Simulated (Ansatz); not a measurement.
**Relaxation path: rocksalt HfN (100), 3 layers**

DFT, LDA, PAW with Ansatz's default frozen-core files, scalar-relativistic (Ansatz 0.2.0); a Γ-centred 13×13×1 k mesh, Fermi–Dirac smearing of 0.08 eV, no spin polarisation. The run relaxes the atoms in the fixed cell.

Command: `ansatz run input.yaml --threads 2 --pin off --max-ram 4096MiB --backend cpu --events-out ev --progress --plain --runs-dir out` It took 37 s on 2 threads of Intel(R) Xeon(R) 6975P-C (Granite Rapids), on a shared host, peak memory 0.63 GiB.

```yaml
crystal:
  lattice:
    - [3.1594338975, 0.0, 0.0]
    - [0.0, 3.1594338975, 0.0]
    - [0.0, 0.0, 20.4681]
  atoms:
    - { symbol: Hf, position: [0.25, 0.25, 0.3908517579] }
    - { symbol: "N", position: [0.75, 0.75, 0.3908517579] }
    - { symbol: Hf, position: [0.75, 0.75, 0.5] }
    - { symbol: "N", position: [0.25, 0.25, 0.5] }
    - { symbol: Hf, position: [0.25, 0.25, 0.6091482421] }
    - { symbol: "N", position: [0.75, 0.75, 0.6091482421] }
kpoints:
  mp_grid: { grid: [13, 13, 1] }
scf:
  occupations: { method: fermi_dirac, width: 0.08 }
hamiltonian:
  xc: lda
  pseudopotentials: { kind: paw }
output:
  forces: true
  stress: true
  eigenvalues: true
relax:
  f_tol: 0.01
  max_steps: 40
efield:
  axis: 3
  amplitude: 0
  dipole_correction: true
```

Each step lists its free energy a cell above the last geometry, and Cartesian positions (Å) with forces (eV/Å).

The first step:

```
step 1  dF = 282.65 meV
  Hf 0.7899 0.7899 8.0000   0.0000 0.0000 1.4870
  N 2.3696 2.3696 8.0000   0.0000 0.0000 -0.8903
  Hf 2.3696 2.3696 10.2340   0.0000 0.0000 0.0000
  N 0.7899 0.7899 10.2340   0.0000 0.0000 0.0000
  Hf 0.7899 0.7899 12.4681   0.0000 0.0000 -1.4870
  N 2.3696 2.3696 12.4681   0.0000 0.0000 0.8903
```

Spin–orbit coupling is left out, which matters for the heavy atoms. The PAW files were made under PBE.

**Question.** Where does the relaxation end, and by which steps?

**Answer.** After 4 geometries, with a shortest distance of 2.112 Å. The further steps:
```
step 2  dF = 8.45 meV
  Hf 0.7899 0.7899 8.1215   0.0000 0.0000 0.0914
  N 2.3696 2.3696 7.9521   0.0000 0.0000 -0.2790
  Hf 2.3696 2.3696 10.2340   0.0000 0.0000 0.0000
  N 0.7899 0.7899 10.2340   0.0000 0.0000 0.0000
  Hf 0.7899 0.7899 12.3466   0.0000 0.0000 -0.0914
  N 2.3696 2.3696 12.5160   0.0000 0.0000 0.2790
step 3  dF = 0.97 meV
  Hf 0.7899 0.7899 8.1217   0.0000 0.0000 -0.0314
  N 2.3696 2.3696 7.9114   0.0000 0.0000 0.0932
  Hf 2.3696 2.3696 10.2340   0.0000 0.0000 0.0000
  N 0.7899 0.7899 10.2340   0.0000 0.0000 0.0000
  Hf 0.7899 0.7899 12.3464   0.0000 0.0000 0.0314
  N 2.3696 2.3696 12.5567   0.0000 0.0000 -0.0932
step 4  dF = 0.00 meV
  Hf 0.7899 0.7899 8.1217   0.0000 0.0000 0.0022
  N 2.3696 2.3696 7.9222   0.0000 0.0000 -0.0039
  Hf 2.3696 2.3696 10.2340   0.0000 0.0000 0.0000
  N 0.7899 0.7899 10.2340   0.0000 0.0000 0.0000
  Hf 0.7899 0.7899 12.3464   0.0000 0.0000 -0.0022
  N 2.3696 2.3696 12.5459   0.0000 0.0000 0.0039
step 5  dF = 0.00 meV  (same geometry, solved once more)
  Hf 0.7899 0.7899 8.1217   0.0000 0.0000 0.0024
  N 2.3696 2.3696 7.9222   0.0000 0.0000 -0.0037
  Hf 2.3696 2.3696 10.2340   0.0000 0.0000 0.0000
  N 0.7899 0.7899 10.2340   0.0000 0.0000 0.0000
  Hf 0.7899 0.7899 12.3464   0.0000 0.0000 -0.0024
  N 2.3696 2.3696 12.5459   0.0000 0.0000 0.0037
```
